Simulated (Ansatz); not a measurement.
The start is a relaxed GaCo cell with every coordinate shifted by Gaussian noise of σ = 0.3 Å. A full variable-cell relaxation at zero pressure is run with PBEsol (plane waves to 420 eV, PAW, scalar-relativistic; Ansatz, a first-principles code). The first steps use a coarse 11×11×11 k-mesh.

Initial structure:
```
GaCo
1.0
    2.83997     0.00000     0.00000
    0.00000     2.83997     0.00000
    0.00000     0.00000     2.83997
Ga Co
1 1
Direct
  0.53120   0.55423   0.70782
  0.02981   0.94545   0.01001
```

Question: How large is the pressure on the unrelaxed cell, and of which sign?

Answer: +41.5 GPa (positive: the cell is compressed).

Question: Which atoms feel the largest initial force, and how large is it?

Answer: 7.30 eV/Å, on Ga1, Co2 (atoms numbered as listed).

Question: How much energy is released per atom?

Answer: 0.93 eV/atom.

Question: Does it find its way back to the structure it was made from?

Answer: The parent structure is recovered, Pm-3m (No. 221).

Question: How do the shortest distances between atoms change?

Answer: The closest pairs of elements (up to four, under 3.6 Å), start → end: Co–Ga 1.99 → 2.46 Å; Ga–Ga 2.84 → 2.84 Å; Co–Co 2.84 → 2.84 Å.

Relaxed structure:

Space group Pm-3m (No. 221); a = b = c = 2.8400 Å, α = β = γ = 90.00°

```tsv
atom	site	symmetry	x	y	z
Ga	1a	m-3m	0.0000	0.0000	0.0000
Co	1b	m-3m	0.5000	0.5000	0.5000
```

Final values are on a 16×16×16 k-mesh of the relaxed cell. No spin polarisation in the result. A magnetic state may lie lower.
